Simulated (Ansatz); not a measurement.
## Be$_{5}$Au: pressure against volume

Be$_{5}$Au, F-43m, a = 6.098 Å. The structure is a COD entry; whether it is the stable form wasn't checked. Ansatz: r2SCAN, PAW, 500 eV, Γ-centred 10×10×10 mesh on 6 atoms, Gaussian smearing 0.10 eV; no spin polarisation. Shape and atoms are relaxed at each volume; pressure is positive in compression.

| V (Å³/atom) | P (GPa) |
| --- | --- |
| 8.313 | 23.69 |
| 8.596 | ? |
| 8.879 | 10.10 |
| 9.163 | 4.68 |
| 9.446 | 0.01 |
| 9.730 | -4.03 |
| 10.013 | -7.51 |
| 10.391 | -11.43 |

Question: Take V0 = 9.446 Å³/atom, count pressures from its P0 = 0.01 GPa, fit the third-order Birch–Murnaghan form to the other rows, and predict the missing pressure.

Answer: With the Eulerian strain f = ½[(V0/V)^(2/3) − 1] and y = (P − P0)/[3f(1 + 2f)^(5/2)], the form is the line y = B0 + 1.5 B0 (B0′ − 4) f. Rows (f, y): 0.04446, 143.5; 0.02107, 144.0; 0.01024, 144.5; -0.00978, 144.7; -0.01906, 144.9; -0.03079, 145.2. Means f = 0.002690, y = 144.47; Σ(Δf)² = 0.003889, ΣΔfΔy = -0.08559; the slope is their ratio. y = 144.5 − 22.01 f GPa, so B0 = 144.5 GPa and B0′ = 4 + 2 × (-22.01)/(3 × 144.5) = 3.90. At V = 8.596, f = 0.03244, y = 143.79 and P = 16.38 GPa. The run gave 16.38 GPa, the same to the digits shown.

Spin–orbit coupling is left out, which can shift energies with elements as heavy as these.

Cost: 8 runs of about 5.2 core-minutes in all, on Arm Neoverse V1 (shared hosts).